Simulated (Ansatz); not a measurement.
Starting cell, NaI (rock salt):

```
CELL_PARAMETERS angstrom
      0.00000     6.52904     6.52904
      3.26452     0.00000     3.26452
      3.26452     3.26452     0.00000
ATOMIC_POSITIONS crystal
  I  0.00000 0.00000 0.00000
  I  0.50000 0.00000 0.00000
  Na 0.25000 0.50000 0.50000
  Na 0.75000 0.50000 0.50000
```

The atoms are displaced by Q × the pattern below (from a DFPT mode at L = (0.5, 0.0, 0.0), largest move 1; Q in Å), at fixed cell. It is one choice among 2 degenerate patterns. (q is in reciprocal vectors of the primitive cell; the cell shown is doubled to hold the pattern.)

```tsv
atom	x	y	z
Na3	-0.285	0.520	-0.805
Na4	0.285	-0.520	0.805
```

Atoms not listed stay in place.

These are PBE (plane waves to 420 eV, PAW, scalar-relativistic; Ansatz, an electronic-structure program) values and carry that method's errors. k mesh 9×9×9 (Γ-centred), Fermi-Dirac smearing 0.05 eV. Energies are smeared free energies. NaI was relaxed with its symmetry unable to fall. Spin-orbit coupling is left out, though I is heavy. The zero of ΔE is the undisplaced structure.

```tsv
Q (Å)	ΔE (eV/cell)
-0.100	0.0089
-0.067	0.0039
-0.033	0.0010
0.000	0.0000
0.033	0.0010
0.067	0.0039
0.100	0.0089
```

Which DFPT wavenumber at L = (0.5, 0.0, 0.0) belongs to this mode?
A. 74 cm⁻¹
B. 164 cm⁻¹
C. 102 cm⁻¹
D. 46 cm⁻¹

C, 102 cm⁻¹. The curvature of the scan gives 102 cm⁻¹

(For displaced atoms, the force is minus the slope of the energy, and its curvature is a force constant, which sets phonon frequencies.)
